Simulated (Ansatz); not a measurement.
Data:

MgZnO2:
```
CELL_PARAMETERS angstrom
      3.22429     0.00000     0.00000
     -1.61214     2.79231     0.00000
      0.00000     0.00000     5.05807
ATOMIC_POSITIONS crystal
  Mg 0.33333 0.66667 0.49629
  Zn 0.66667 0.33333 0.00247
  O  0.33333 0.66667 0.88497
  O  0.66667 0.33333 0.38826
```

This is the LDA-relaxed structure. Cartesian axes are those of the cell as given.

Q: All from LDA (plane waves, PAW; program Ansatz), unless another level is named. Estimate the Debye temperature from the elastic constants.

A: 472 K.

Q: And the vibrational entropy at 300 K?

A: 18.5 J/(K·mol of atoms).

Q: What about the highest zone-centre frequency (without LO–TO term)?

A: 554 cm^-1.

Q: Predict the piezoelectric stress constants (proper, relaxed ions, C/m²).

A: e15 = e24 = -0.48, e31 = e32 = -0.64, e33 = 1.60.

Space group P3m1. The first step of the workflow began from a Materials Project structure, measured or hypothetical; the Crystallography Open Database copy checked does not list it. With Mg and Zn taken as one species the cell has the higher symmetry P6_3mc, so it may be an ordered model of a mixed-site phase. Its standing as an ambient phase is unchecked. Symmetry was held in the LDA relaxation; phonons on a q-mesh show no instability.

Potentials: the later of the program's two PAW sets.
